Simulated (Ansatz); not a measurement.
## Trial structures of Lu₂Si₃P: starts and ends

All numbers below come from Ansatz, DFT PBE, scalar-relativistic, plane waves, PAW. All cells share a 420 eV cutoff and Γ-centred k meshes spaced at most about 0.3 Å⁻¹ (about 0.25 or finer for metals, 2π included). No spin polarisation in the final relaxations.

Each guess was relaxed in cell and atoms at zero pressure, within the symmetry of its start. All energies are static (0 K, no zero-point motion). Coordination counts P or Si atoms around Lu (for each partner element, those within 1.25 times its shortest distance or 1.15 times the sum of covalent radii, where it is the nearest in units of that sum or under 1.3).

```csv
guess,made from,start group,V start (Å³/atom),end group,V end (Å³/atom),coordination at the end,gap on mesh (eV),E over the lowest end (meV/atom)
1,Sn3Te2Se type,P-3m1,19.0,?,?,?,?,?
2,random cell,P4/mmm,19.7,P4/mmm,32.6,Lu 4,0,625
3,YSi2Rh3 type,P6/mmm,18.5,P6/mmm,19.6,Lu 9,0,319
4,random cell,I4/mmm,18.7,I4/mmm,22.9,Lu 4,0,390
5,Ce2Si3Ni type,P-6m2,18.5,P-6m2,18.2,Lu 12,0,0
```

Guess 1 as it starts:

```
Lu Si P
1.0
     3.77717    0.00000    0.00000
    -1.88858    3.27113    0.00000
     0.00000    0.00000    9.20557
Lu Si P
2 3 1
Direct
  0.33333 0.66667 0.67419
  0.66667 0.33333 0.32581
  0.00000 0.00000 0.50000
  0.33333 0.66667 0.15175
  0.66667 0.33333 0.84825
  0.00000 0.00000 0.00000
```

Problem. Fill in the missing row: what does this guess relax into, and where does it rank?

Solution. It ends in space group P-3m1 (No. 164), with a = 3.462 Å, c = 11.310 Å, 19.6 Å³/atom and no gap. It lies 0.30 eV/atom over the lowest end, above guess 5 and below guess 3. Counting P or Si atoms around Lu, this end has Lu 6 and the lowest (guess 5) has Lu 12. The lowest (guess 5) holds Si–Si nets (shortest 2.38 Å); in this end the shortest Si–Si distance is 3.46 Å.

```xyz
6
Lattice="3.4620 0.0000 0.0000 -1.7310 2.9982 0.0000 0.0000 0.0000 11.3102" Properties=species:S:1:pos:R:3 pbc="T T T"
Lu    0.0000    1.9988    7.6279
Lu    1.7310    0.9994    3.6823
Si    0.0000    0.0000    5.6551
Si    0.0000    1.9988    1.4691
Si    1.7310    0.9994    9.8410
P     0.0000    0.0000    0.0000
```

Formation energies are uncorrected and refer to the elements' standard structures at the same level. The references include black phosphorus.

Problem. Is the lowest end bound against the elements?

Solution. Yes: its formation energy is −0.44 eV/atom. A negative formation energy is needed for stability but isn't enough: competing phases decide.

A magnetic state wasn't ruled out in cells without spin, among them P-6m2, P-3m1, P6/mmm, I4/mmm, P4/mmm. The reference form of P is held partly by dispersion forces, which this level lacks. Cells relaxed within their symmetry can be saddle points. A lower structure may well exist outside this small set. Some types were kept out of the candidates beforehand, so the set may lack a known form.
